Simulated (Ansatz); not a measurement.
# Ge, first-principles data

Ge:
```cif
data_Ge34
_chemical_formula_sum 'Ge34'
_space_group_name_H-M_alt 'P 1'
_space_group_IT_number 1
_cell_length_a 10.77962
_cell_length_b 10.77962
_cell_length_c 10.77962
_cell_angle_alpha 60.000
_cell_angle_beta 60.000
_cell_angle_gamma 60.000
loop_
_space_group_symop_operation_xyz
  'x, y, z'
loop_
_atom_site_label
_atom_site_type_symbol
_atom_site_fract_x
_atom_site_fract_y
_atom_site_fract_z
_atom_site_occupancy
Ge1 Ge 0.00000 0.00000 0.00000 1
Ge2 Ge 0.25000 0.25000 0.25000 1
Ge3 Ge 0.97426 0.34191 0.34191 1
Ge4 Ge 0.90809 0.90809 0.27574 1
Ge5 Ge 0.34191 0.97426 0.34191 1
Ge6 Ge 0.90809 0.90809 0.90809 1
Ge7 Ge 0.34191 0.34191 0.34191 1
Ge8 Ge 0.90809 0.27574 0.90809 1
Ge9 Ge 0.34191 0.34191 0.97426 1
Ge10 Ge 0.27574 0.90809 0.90809 1
Ge11 Ge 0.88949 0.49538 0.49538 1
Ge12 Ge 0.13024 0.75462 0.36051 1
Ge13 Ge 0.49538 0.88949 0.11976 1
Ge14 Ge 0.75462 0.13024 0.75462 1
Ge15 Ge 0.11976 0.49538 0.49538 1
Ge16 Ge 0.75462 0.36051 0.75462 1
Ge17 Ge 0.49538 0.11976 0.88949 1
Ge18 Ge 0.36051 0.75462 0.13024 1
Ge19 Ge 0.49538 0.88949 0.49538 1
Ge20 Ge 0.36051 0.13024 0.75462 1
Ge21 Ge 0.11976 0.49538 0.88949 1
Ge22 Ge 0.75462 0.75462 0.13024 1
Ge23 Ge 0.49538 0.11976 0.49538 1
Ge24 Ge 0.75462 0.75462 0.36051 1
Ge25 Ge 0.88949 0.49538 0.11976 1
Ge26 Ge 0.13024 0.36051 0.75462 1
Ge27 Ge 0.49538 0.49538 0.88949 1
Ge28 Ge 0.75462 0.36051 0.13024 1
Ge29 Ge 0.88949 0.11976 0.49538 1
Ge30 Ge 0.13024 0.75462 0.75462 1
Ge31 Ge 0.49538 0.49538 0.11976 1
Ge32 Ge 0.36051 0.75462 0.75462 1
Ge33 Ge 0.11976 0.88949 0.49538 1
Ge34 Ge 0.75462 0.13024 0.36051 1
```

Space group Fd-3m (No. 227); conventional cell a = b = c = 15.245 Å, α = β = γ = 90.00°.

Method: r²SCAN in the plane-wave PAW code Ansatz. The cell and atoms are relaxed at this level. Other levels are named where they apply.

**Cell and energy**

```yaml
volume_per_atom: 26.05 Å³
density: 4.63 g/cm³
```

**Electronic structure**

```yaml
band_gap: 1.07 eV (direct)
valence_band_maximum: at L
conduction_band_minimum: at L (4 equivalent valleys)
electron_effective_mass: 0.18, 0.18, 0.21 mₑ (principal values)
hole_effective_mass: 0.26, 0.26, 2.2 mₑ (principal values)
HSE06 gap on the r²SCAN cell: 1.43 eV
```

**Mechanics**

```yaml
Bulk modulus (Birch–Murnaghan fit): 62.2 GPa
Pressure derivative B′: 4.8
Elastic constants (relaxed ions, GPa): C11 = 121, C12 = 33.1, C44 = 43.3
mechanical_stability: stable (all eigenvalues of C positive)
hill_bulk_and_shear_moduli: 62.4 and 43.5 GPa
Young's modulus: 106 GPa
Poisson's ratio: 0.22
debye_temperature_from_the_elastic_constants: 340 K
```

The first step of the workflow began from a Materials Project structure, measured or hypothetical. Its sites differ from those of the usual phase in this space group: another stacking or structure type. Symmetry was held in the r²SCAN relaxation; its stability against distortions is not shown here. Scalar-relativistic: spin–orbit coupling is off unless named, which matters more the heavier the elements.

Potentials: the earlier of the program's two PAW sets. The files were generated under PBE; for other functionals the program regenerates the frozen cores, and for LDA and PBEsol the local potential too.
